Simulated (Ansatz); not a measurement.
Relaxation of a generated cell, SnO2 built in the marcasite structure type; 6 atoms in the cell, which starts as Pnnm (No. 58), oP6; a = 3.9951 Å, b = 4.8759 Å, c = 3.0439 Å, α = β = γ = 90.00°. Level of theory: r2SCAN (plane waves to 500 eV, PAW, scalar-relativistic; Ansatz, a program for electronic structure). Γ-centred k-mesh 6×5×8 on the run's cell (coarser than for final values), Fermi–Dirac smearing 0.05 eV. This is the first round of the run. 

The optimiser's lines from the output (shortened; P is positive under compression):

```
relax step   1: F+E_penalty+E_count = -14348.69533098 eV  Δ(F+E_penalty+E_count) = +0.000e0 eV  max|allowed force component| = 3.857e0 eV/Å  Δτ_max = 0.0000 Å  P = +44.922 GPa  Ω = 59.294 Å³  (8 SCF iters, dr2 threshold 1.00e-7 eV, accepted)
relax step   2: F+E_penalty+E_count = -14351.29260306 eV  Δ(F+E_penalty+E_count) = -2.597e0 eV  max|allowed force component| = 1.434e0 eV/Å  Δτ_max = 0.1220 Å  P = +14.216 GPa  Ω = 65.321 Å³  (7 SCF iters, dr2 threshold 6.00e-7 eV, accepted)
relax step   3: F+E_penalty+E_count = -14351.98036517 eV  Δ(F+E_penalty+E_count) = -6.878e-1 eV  max|allowed force component| = 6.674e-1 eV/Å  Δτ_max = 0.0730 Å  P = +4.104 GPa  Ω = 68.708 Å³  (7 SCF iters, dr2 threshold 6.00e-7 eV, accepted)
relax step   4: F+E_penalty+E_count = -14352.36202001 eV  Δ(F+E_penalty+E_count) = -3.817e-1 eV  max|allowed force component| = 3.096e-1 eV/Å  Δτ_max = 0.0984 Å  P = +2.746 GPa  Ω = 70.205 Å³  (6 SCF iters, dr2 threshold 6.00e-7 eV, accepted)
relax step   5: F+E_penalty+E_count = -14352.53650982 eV  Δ(F+E_penalty+E_count) = -1.745e-1 eV  max|allowed force component| = 1.020e-1 eV/Å  Δτ_max = 0.2000 Å  P = -0.486 GPa  Ω = 72.443 Å³  (8 SCF iters, dr2 threshold 6.00e-7 eV, accepted)
relax step   6: F+E_penalty+E_count = -14352.54632810 eV  Δ(F+E_penalty+E_count) = -9.818e-3 eV  max|allowed force component| = 1.289e-2 eV/Å  Δτ_max = 0.0534 Å  P = +0.014 GPa  Ω = 72.327 Å³  (7 SCF iters, dr2 threshold 6.00e-7 eV, accepted)
relax step   7: F+E_penalty+E_count = -14352.54645062 eV  Δ(F+E_penalty+E_count) = -1.225e-4 eV  max|allowed force component| = 4.598e-4 eV/Å  Δτ_max = 0.0053 Å  P = -0.014 GPa  Ω = 72.324 Å³  (5 SCF iters, dr2 threshold 5.26e-8 eV, accepted)
relax step   8: F+E_penalty+E_count = -14352.54645870 eV  Δ(F+E_penalty+E_count) = -8.075e-6 eV  max|allowed force component| = 1.797e-3 eV/Å  Δτ_max = 0.0007 Å  P = +0.008 GPa  Ω = 72.315 Å³  (5 SCF iters, dr2 threshold 3.40e-9 eV, accepted)
relax step   9: F+E_penalty+E_count = -14352.56606587 eV  Δ(F+E_penalty+E_count) = -1.961e-2 eV  max|allowed force component| = 1.845e-3 eV/Å  Δτ_max = 0.0000 Å  P = +0.345 GPa  Ω = 72.315 Å³  stress off target by 8.98e-1 GPa  SCF on the basis re-selected at this cell (its energy is not comparable with the rows above)  (7 SCF iters)
relax step  10: F+E_penalty+E_count = -14352.56728761 eV  Δ(F+E_penalty+E_count) = -1.222e-3 eV  max|allowed force component| = 2.768e-3 eV/Å  Δτ_max = 0.0075 Å  P = +0.021 GPa  Ω = 72.451 Å³  (5 SCF iters, dr2 threshold 6.00e-7 eV, accepted)
relax step  11: F+E_penalty+E_count = -14352.56730951 eV  Δ(F+E_penalty+E_count) = -2.190e-5 eV  max|allowed force component| = 3.501e-5 eV/Å  Δτ_max = 0.0020 Å  P = +0.002 GPa  Ω = 72.462 Å³  (6 SCF iters, dr2 threshold 2.22e-8 eV, accepted)
relax step  12: F+E_penalty+E_count = -14352.56736969 eV  Δ(F+E_penalty+E_count) = -6.018e-5 eV  max|allowed force component| = 2.678e-5 eV/Å  Δτ_max = 0.0000 Å  P = +0.001 GPa  Ω = 72.462 Å³  stress off target by 5.80e-3 GPa  SCF on the basis re-selected at this cell (its energy is not comparable with the rows above)  (5 SCF iters)
```

From the first to the last row the energy changes by -0.65 eV/atom and the volume by +22.2 %. The last row is marked as not comparable with the walk above it, whose basis was carried along; it does compare with step 1, since both stand on a basis selected at the nominal cutoff for their own cell.

Later rounds, restarted from the end of this one on a renewed k-mesh, logged 4 more steps and released under 1 meV/atom more. The final structure after all rounds: P4₂/mnm (No. 136), tP6, rutile type; a = 4.7585 Å, b = 4.7585 Å, c = 3.2002 Å, α = 90.00°, β = 90.00°, γ = 90.00°. Between re-selections the logged energies stand on a plane-wave basis carried along with the cell. No spin polarisation in the result.

The run could not lose the symmetry of its start; a randomly shaken copy of 12 atoms returns to this structure.
